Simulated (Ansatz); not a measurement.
Relaxed-ion elastic tensor of GaRu3C (anti-perovskite, Pm-3m) in GPa (Voigt order), DFT-PBEsol in the program Ansatz with PAW potentials; density 10.16 g/cm³, 12.58 Å³ per atom.

```
547  140  140  0.0  0.0  0.0
140  547  140  0.0  0.0  0.0
140  140  547  0.0  0.0  0.0
0.0  0.0  0.0  103  0.0  0.0
0.0  0.0  0.0  0.0  103  0.0
0.0  0.0  0.0  0.0  0.0  103
```

Question: Is the crystal mechanically stable?

Answer: Yes: the smallest eigenvalue of C is 103 GPa.

Question: Work out the Voigt, Reuss and Hill averages.

Answer: K_V = 275, K_R = 275, K_H = 275; G_V = 143, G_R = 128, G_H = 136 GPa.

Question: Give Young's modulus, Poisson's ratio, Pugh's ratio and the universal anisotropy index.

Answer: E = 9KG/(3K + G) = 350 GPa; ν = 0.29; K/G = 2.03 (ductile by the Pugh limit of 1.75); A_U = 5G_V/G_R + K_V/K_R − 6 = 0.58.

Question: Estimate the sound speeds and the Debye temperature.

Answer: v_l = √((K + 4G/3)/ρ) = 6700 m/s, v_t = √(G/ρ) = 3660 m/s, mean 4080 m/s; Θ = (h/k)(3n/4πV)^(1/3) v_m = 522 K.

Question: Give the Zener ratio and Young's modulus along [100], [110] and [111].

Answer: A = 2C44/(C11 − C12) = 0.51; 1/E = S11 − 2(S11 − S12 − S44/2)Γ with Γ = 0, 1/4, 1/3 gives 490, 309, 275 GPa.

Question: Solve the Christoffel equation for the three sound speeds along [100], [110], [111].

Answer: Eigenvalues of C_ijkl n_j n_l equal ρv². In km/s, slowest first: [100] 3.19, 3.19, 7.34; [110] 3.19, 4.48, 6.63; [111] 4.09, 4.09, 6.37.

The start of the workflow was typed in or built on a structure type; neither database checked (COD, Materials Project) lists it. Its standing as an ambient phase is unchecked. The cell was relaxed with PBEsol under the symmetry of its start; phonons show weakly imaginary modes. The run is not spin-polarised. As this level gives no gap, shear constants depend on the k-mesh and smearing (Fermi–Dirac, 0.1 eV here).

Potentials: the later of the program's two PAW sets.
